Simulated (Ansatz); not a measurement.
## Is this ZrTi₂N₃ structure a true minimum?

It was reached by relaxing an invented guess, and it needn't be the stable form of this composition.

Level of theory: DFT PBE, scalar-relativistic, plane waves, PAW in Ansatz 0.2.0. Cutoff 420 eV; k points 16×16×16 on the computed 6-atom cell (Γ-centred); Gaussian smearing, width 0.10 eV; no spin polarisation.

The cell below (6 atoms, space group I4/mmm (No. 139)) is relaxed within its symmetry.

```cif
data_structure
_symmetry_space_group_name_H-M 'P 1'
_symmetry_Int_Tables_number 1
_cell_length_a 6.9294
_cell_length_b 6.9294
_cell_length_c 6.9294
_cell_angle_alpha 154.079
_cell_angle_beta 154.079
_cell_angle_gamma 36.985
_cell_volume 63.49
loop_
_atom_site_label
_atom_site_type_symbol
_atom_site_fract_x
_atom_site_fract_y
_atom_site_fract_z
_atom_site_occupancy
Zr1 Zr 0.00000 0.00000 0.00000 1
Ti1 Ti 0.67375 0.67375 0.00000 1
Ti2 Ti 0.32625 0.32625 0.00000 1
N1 N 0.16979 0.16979 0.00000 1
N2 N 0.83021 0.83021 0.00000 1
N3 N 0.50000 0.50000 0.00000 1
```

For the test a repeat of it with 12 atoms (edges 3.11, 6.22, 6.93 Å) was strained at random (σ = 1.5 % a component), the atoms were moved at random (σ = 0.05 Å), and all was relaxed again on a coarse 8×4×8 mesh (in the run’s order of axes) with 0.20 eV smearing, with no symmetry imposed.

**Question.** Is the structure stable against such a distortion?

**Answer.** It returns, within 1 meV/atom of the unmoved cell on that mesh and with the same symmetry when read at 0.1 Å. So it is stable against the distortions that fit this cell and that this random move excites. Modes that don't fit the cell aren't tested.
